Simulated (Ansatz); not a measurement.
BN in space group P6_3/mmc (No. 194; B on 2d, N on 2c), the program Ansatz at the LDA level (PAW). The conduction-band minimum lies at M, with 3 equivalent valleys. Second derivatives d²E/dk² of the lowest band at one valley (eV·Å²), along Cartesian directions:

| direction | d²E/dk² |
|---|---|
| [100] | 3.713 |
| [010] | 29.69 |
| [001] | 2.154 |
| [110] | 16.70 |
| [101] | 2.932 |
| [011] | 15.92 |

Find the principal effective masses, the density-of-states mass and the conductivity mass.

Off-diagonal terms follow from H_xy = H[110] − (H_xx + H_yy)/2, and m*/mₑ = 7.620 eV·Å² over each eigenvalue: 0.26, 2.1, 3.5. One valley's DOS mass (m₁m₂m₃)^(1/3) = 1.2, conductivity mass 3/(Σ 1/mᵢ) = 0.64 mₑ.

What effective density of states Nc follows at 300 K for parabolic valleys?

Nc = 2.509e19 × 3 × (1.2)^(3/2) ≈ 9.9e19 cm⁻³.

With the computed static dielectric constant 5.57 (mean of the diagonal), estimate a hydrogenic donor's binding energy and radius.

E = 13.606 eV × 0.64/5.57² ≈ 280 meV; a = 0.529 Å × ε/m* ≈ 4.6 Å. Semilocal masses tend to be too small when the gap is underestimated.

The cell was relaxed with LDA under the symmetry of its start. A crystal of weakly bound layers computed without a dispersion correction: the cell and the soft elastic constants depend strongly on that.

Potentials: the earlier of the program's two PAW sets. The files were generated under PBE; for other functionals the program regenerates the frozen cores, and for LDA and PBEsol the local potential too.
